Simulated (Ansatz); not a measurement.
## Computed properties of V2O5

V2O5:
```
CELL_PARAMETERS angstrom
      5.50708     1.43305     0.00000
     -5.50708     1.43305     0.00000
     -0.39869     0.00000     5.23142
ATOMIC_POSITIONS crystal
  V  0.14291 0.85709 0.36286
  V  0.85709 0.14291 0.63714
  O  0.00000 0.00000 0.50000
  O  0.61787 0.38213 0.16474
  O  0.38213 0.61787 0.83526
  O  0.30898 0.69102 0.36984
  O  0.69102 0.30898 0.63016
```

Space group C2/m (No. 12); conventional cell a = 11.014 Å, b = 2.866 Å, c = 5.247 Å, α = γ = 90.00°, β = 94.36°.

Method: r²SCAN+D4 (plane waves, PAW; program Ansatz). The cell and atoms are relaxed at this level. Other levels are named where they apply.

Cell and energy:

- Volume per atom: 11.80 Å³
- Density: 3.66 g/cm³
- Formation energy from the elements (no fitted shifts): -2.29 eV/atom

Electronic structure:

- Band gap = 1.64 eV (indirect)
- Valence-band maximum = at A (k = 0.000, 0.000, 0.500 in fractions of the reciprocal vectors)
- Conduction-band minimum = on the M2–D line, 92 % of the way from M2 (k = 0.281, 0.286, -0.500 in fractions of the reciprocal vectors) (2 equivalent valleys)
- Smallest direct gap on the standard path = 1.79 eV
- Electron effective mass = 0.88, 2.3, 23 mₑ (principal values)
- Hole effective mass = 0.49, 0.72, 20 mₑ (principal values)

Charges:

- Bader charges = V +2.35, O -1.00 to -0.89 e

The first step of the workflow began from a Materials Project structure, measured or hypothetical; the Crystallography Open Database copy checked does not list it. COD files the formula under space group No. 31, 59. Whether it is the stable phase at ambient conditions was not checked. Symmetry was held in the r²SCAN+D4 relaxation; whether a distortion lowers the energy is not shown. The run is not spin-polarised. No Hubbard U is applied. The references are the lowest solids computed at this level, not always the standard phases (solids in place of the gases).

Potentials: the later of the program's two PAW sets.
